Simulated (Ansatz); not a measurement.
Si3Ge:
```yaml
crystal:
  lattice:
    - [3.88616, 0.00000, 0.00000]
    - [0.00000, 3.88616, 0.00000]
    - [0.00000, 0.00000, 5.48865]
  atoms:
    - { symbol: Si, position: [0.50000, 0.00000, 0.75487] }
    - { symbol: Si, position: [0.00000, 0.00000, 0.00000] }
    - { symbol: Si, position: [0.00000, 0.50000, 0.24513] }
    - { symbol: Ge, position: [0.50000, 0.50000, 0.50000] }
```

Relaxed with r²SCAN.

### Question
Give the Bader charges and basin volumes of the independent atoms, r²SCAN in the plane-wave PAW code Ansatz.

### Answer


```tsv
atom	Bader charge (e)	Bader volume (Å³)
Si1	+0.17	19.7
Si2	+0.04	20.2
Ge4	-0.38	23.2
```

Space group P-4m2. The start of the workflow was typed in or built on a structure type; neither database checked (COD, Materials Project) lists it. Its standing as an ambient phase is unchecked. The cell was relaxed with r²SCAN under the symmetry of its start; whether a distortion lowers the energy is not shown.

Potentials: the later of the program's two PAW sets.
